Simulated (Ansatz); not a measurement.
Given:

HfGa:
```
CELL_PARAMETERS angstrom
      9.14702     0.00000     0.00000
      0.00000     8.49959     0.00000
      0.00000     0.00000     5.64193
ATOMIC_POSITIONS crystal
  Hf 0.11103 0.75000 0.00000
  Hf 0.88897 0.25000 0.00000
  Hf 0.88897 0.25000 0.50000
  Hf 0.11103 0.75000 0.50000
  Hf 0.61663 0.47410 0.75000
  Hf 0.38337 0.52590 0.25000
  Hf 0.61663 0.02590 0.25000
  Hf 0.38337 0.97410 0.75000
  Hf 0.19412 0.36538 0.75000
  Hf 0.80588 0.63462 0.25000
  Hf 0.19412 0.13462 0.25000
  Hf 0.80588 0.86538 0.75000
  Ga 0.56417 0.75000 0.00000
  Ga 0.43583 0.25000 0.00000
  Ga 0.43583 0.25000 0.50000
  Ga 0.56417 0.75000 0.50000
  Ga 0.08681 0.04925 0.75000
  Ga 0.91319 0.95075 0.25000
  Ga 0.08681 0.45075 0.25000
  Ga 0.91319 0.54925 0.75000
  Ga 0.65051 0.13461 0.75000
  Ga 0.34949 0.86539 0.25000
  Ga 0.65051 0.36539 0.25000
  Ga 0.34949 0.63461 0.75000
```

This is the r²SCAN-relaxed structure.

**Question.** All from the program Ansatz at the r²SCAN level (PAW), unless another level is named. Give the density of states at the Fermi level.

**Answer.** 0.41 states/eV per atom (mean over ±0.08 eV).

**Question.** Give the formation energy from the elements (no fitted shifts).

**Answer.** -0.58 eV/atom.

Space group Pbcm. The first step of the workflow began from a Materials Project structure, measured or hypothetical; the Crystallography Open Database files this formula in space group No. 57, but the cells were not matched. Its standing as an ambient phase is unchecked. The cell was relaxed with r²SCAN under the symmetry of its start; whether a distortion lowers the energy is not shown. No spin polarisation was allowed. The references are the lowest solids computed at this level, not always the standard phases. Spin–orbit coupling is left out wherever it is not named.

Potentials: the later of the program's two PAW sets.
